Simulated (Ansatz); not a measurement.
ZrGe:
```xyz
8
Lattice="7.0979 0.0000 0.0000 0.0000 3.9209 0.0000 0.0000 0.0000 5.4058" Properties=species:S:1:pos:R:3 pbc="T T T"
Zr     1.2615     0.9802     3.4160
Zr     5.8363     2.9407     1.9898
Zr     2.2874     2.9407     0.7131
Zr     4.8104     0.9802     4.6927
Ge     0.3367     0.9802     0.8277
Ge     6.7612     2.9407     4.5780
Ge     3.2123     2.9407     3.5306
Ge     3.8856     0.9802     1.8752
```

Relaxed with r²SCAN. Special points in fractions of this cell's reciprocal vectors: Γ (0.000, 0.000, 0.000); X (0.500, 0.000, 0.000); S (0.500, 0.500, 0.000); Y (0.000, 0.500, 0.000); Z (0.000, 0.000, 0.500); U (0.500, 0.000, 0.500); R (0.500, 0.500, 0.500); T (0.000, 0.500, 0.500).

Q: List the band energies nearest the Fermi level at these points for r²SCAN (plane waves, PAW; program Ansatz).

A: In eV from the Fermi level; about four levels below and three above (degenerate sets whole), none deeper than 8.9 eV; points with the same levels are listed once.

| k | below | above |
|---|---|---|
| Γ | -0.87 -0.81 -0.41 -0.31 | 0.63 0.65 0.77 |
| X | -1.12 -1.12 -0.19 -0.19 | 0.27 0.27 0.85 0.85 |
| S | -2.00 -2.00 -2.00 -2.00 | 2.55 2.55 2.55 2.55 |
| Y | -1.94 -1.94 -1.74 -1.74 | 2.25 2.25 2.33 2.33 |
| Z | -1.03 -1.03 -0.39 -0.39 | 0.93 0.93 0.95 0.95 |
| U | -0.97 -0.97 -0.94 -0.94 | 0.62 0.62 1.15 1.15 |
| R | -1.63 -1.63 -1.63 -1.63 | 1.84 1.84 1.84 1.84 |
| T | -0.97 -0.97 -0.68 -0.68 | 0.05 0.05 0.86 0.86 |

Space group Pnma. The first step of the workflow began from a Materials Project structure, measured or hypothetical; the Crystallography Open Database copy checked does not list it. Whether it is the stable phase at ambient conditions was not checked. The r²SCAN relaxation kept the symmetry of its start; its stability against distortions is not shown here. No spin polarisation was allowed. Scalar-relativistic: spin–orbit coupling is off unless named, which matters more the heavier the elements.

Potentials: the later of the program's two PAW sets.
